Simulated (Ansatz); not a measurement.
Geometry optimisation in Ansatz: input, command and trajectory.

```yaml
crystal:
  lattice:
    - [-2.4093, 3.9945, 4.991]
    - [2.4093, -3.9945, 4.991]
    - [2.4093, 3.9945, -4.991]
  atoms:
    - { symbol: Ba, position: [0.7245, 0.2245, 0.5] }
    - { symbol: Ba, position: [0.2755, 0.7755, 0.5] }
    - { symbol: Bi, position: [0.0, 0.0, 0.0] }
    - { symbol: Bi, position: [0.7032, 0.5, 0.2032] }
    - { symbol: Bi, position: [0.2968, 0.5, 0.7968] }
basis:
  ecutwfc: 500
kpoints:
  mp_grid: { grid: [10, 10, 10] }
hamiltonian:
  xc: r2scan
scf:
  occupations: { method: gaussian, width: 0.1 }
output:
  forces: true
  stress: true
  eigenvalues: true
relax:
  adjacent_minimum: "off"
  f_tol: 0.005
  max_steps: 80
  cell: { stress_tol: 0.05 }
```

```bash
ansatz run input.yaml --threads 1 --pin off --max-ram 2560MiB --backend cpu --events-out ev --progress --plain --runs-dir out
```

Level of theory: DFT r2SCAN, scalar-relativistic, plane waves, PAW in Ansatz.

Of 4 frames 4 are shown, positions in Å and forces in eV/Å; the SCF threshold varies from step to step. Steps run on the plane waves of an earlier cell, with a Pulay correction in the pressure. The basis is chosen afresh for the last frame, the zero of the energies, and at times for earlier ones too; energy and pressure step there, also at an unchanged geometry.

```xyz
5
Lattice="-2.4093 3.9945 4.9910 2.4093 -3.9945 4.9910 2.4093 3.9945 -4.9910" Properties=species:S:1:pos:R:3:forces:R:3 pbc="T T T" step=1 free_energy_over_end_meV_per_atom=5.98 pressure_GPa=0.86
Ba    0.0000    3.9945    2.2410    0.0000    0.0000   -0.0405
Ba    2.4093    0.0000    2.7500    0.0000    0.0000    0.0405
Bi    0.0000    0.0000    0.0000    0.0000    0.0000    0.0000
Bi    0.0000    1.6234    4.9910    0.0000    0.0312    0.0000
Bi    2.4093    2.3711    0.0000    0.0000   -0.0312    0.0000
5
Lattice="-2.4090 3.9832 5.1260 2.4090 -3.9832 5.1260 2.4090 3.9832 -5.1260" Properties=species:S:1:pos:R:3:forces:R:3 pbc="T T T" step=2 free_energy_over_end_meV_per_atom=0.13 pressure_GPa=0.01
Ba    0.0000    3.9832    2.2983    0.0000    0.0000   -0.0071
Ba    2.4090    0.0000    2.8277    0.0000    0.0000    0.0071
Bi    0.0000    0.0000    0.0000    0.0000    0.0000    0.0000
Bi    0.0000    1.6272    5.1260    0.0000   -0.0154    0.0000
Bi    2.4090    2.3560    0.0000    0.0000    0.0154    0.0000
5
Lattice="-2.4072 3.9878 5.1254 2.4072 -3.9878 5.1254 2.4072 3.9878 -5.1254" Properties=species:S:1:pos:R:3:forces:R:3 pbc="T T T" step=3 free_energy_over_end_meV_per_atom=0.10 pressure_GPa=0.00
Ba    0.0000    3.9878    2.2976    0.0000    0.0000    0.0025
Ba    2.4072    0.0000    2.8278    0.0000    0.0000   -0.0025
Bi    0.0000    0.0000    0.0000    0.0000    0.0000    0.0000
Bi    0.0000    1.6263    5.1254    0.0000    0.0025    0.0000
Bi    2.4072    2.3615    0.0000    0.0000   -0.0025    0.0000
5
Lattice="-2.4072 3.9878 5.1254 2.4072 -3.9878 5.1254 2.4072 3.9878 -5.1254" Properties=species:S:1:pos:R:3:forces:R:3 pbc="T T T" step=4 free_energy_over_end_meV_per_atom=0.00 pressure_GPa=0.00
Ba    0.0000    3.9878    2.2976    0.0000    0.0000    0.0026
Ba    2.4072    0.0000    2.8278    0.0000    0.0000   -0.0026
Bi    0.0000    0.0000    0.0000    0.0000    0.0000    0.0000
Bi    0.0000    1.6263    5.1254    0.0000    0.0024    0.0000
Bi    2.4072    2.3615    0.0000    0.0000   -0.0024    0.0000
```

Spin–orbit coupling is left out, which can shift energies with elements as heavy as these.